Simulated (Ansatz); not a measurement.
Notes on CaAu$_{2}$

```
Ca Au
1.0
    -2.31563    3.56658    4.05488
     4.63127    0.00000    0.00000
     2.31563    3.56658   -4.05488
Ca Au
2 4
Direct
  0.80000 0.55000 0.70000
  0.20000 0.45000 0.30000
  0.22000 0.17000 0.88000
  0.62000 0.17000 0.28000
  0.78000 0.83000 0.12000
  0.38000 0.83000 0.72000
```

Level: r2SCAN, no spin polarisation; 500 eV; 8×8×8 Γ-centred mesh; fermi-dirac occupations (width 0.1374 eV); Ansatz 0.2.0, fixed geometry.

- Contacts: Au–Au at 2.65 Å: least valence density 0.43 e/Å³ and ELF 0.24 there. Ca–Au at 3.12 Å: least valence density 0.12 e/Å³ and ELF 0.06 there. Ca–Ca at 3.66 Å: least valence density 0.04 e/Å³ and ELF 0.05 there. These are pseudo-fields; inside the PAW spheres they differ from the all-electron ones.
- Stress: The pressure is 1.1 GPa (compression positive), so with the atoms held at these fractions the cell would first expand; the forces are large, so a full relaxation may end otherwise. The principal stresses -1.1, 0.6, 3.7 GPa differ, so its shape would change too.
- Forces: The largest is on Au3 (and as large on other atoms): 0.85 eV/Å, components (0.00, -0.34, -0.78). It makes 117° with the line to a nearest neighbour, Au6 at 2.65 Å.
- Electronic structure: It is a metal, with about 1.9 states/eV a cell as the mean within 0.25 eV of the Fermi level.
- Charges: Bader charges in e: Ca +1.47, Au -0.73. In the mean Ca gives up most and Au takes most.

Origin: a database entry at a rescaled volume.
